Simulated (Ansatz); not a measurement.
**Structures of AlCu3: which is lowest?**

Plane-wave DFT in Ansatz with scalar-relativistic PAW potentials, cutoff 420 eV, Γ-centred meshes chosen by cell and gap, Gaussian smearing with energies taken to zero width. Every cell was relaxed (cell and atoms) in a run of its own, within the symmetry of its start. Functional: LDA.

Relaxed structures (starts from databases or built by putting these elements on another compound's sites):
A. P6_3/mmc, 8 atoms in the computed cell, a = 5.081 Å, c = 4.130 Å; sites (symmetry × multiplicity) Al -6m2 × 2, Cu mm2 × 6; start: database
B. Fm-3m, 4 atoms in the computed cell, a = 5.699 Å; sites (symmetry × multiplicity) Al m-3m × 4, Cu -43m × 8 + m-3m × 4; start: database
C. Pm-3m, 4 atoms in the computed cell, a = 3.589 Å; sites (symmetry × multiplicity) Al m-3m × 1, Cu 4/mm.m × 3; start: database

Problem. Rank them by energy. Could pressure change the order?

Solution.
| structure | group | E − E(lowest) (meV/atom) | V (Å³/atom) | gap on mesh (eV) |
| --- | --- | --- | --- | --- |
| A | P6_3/mmc | 0.0 | 11.54 | 0.00 |
| C | Pm-3m | 8.5 | 11.56 | 0.00 |
| B | Fm-3m | 22.7 | 11.57 | 0.00 |

A is lowest, 9 meV/atom under C. The two lowest differ in volume by under 3 %, too little for a first-order estimate of what pressure does to that pair (other pairs aren't weighed here); with rigid cells even 3 % in favour of the higher one would need about 4 GPa. Other structures may lie lower than all of these, and vibrations aren't counted.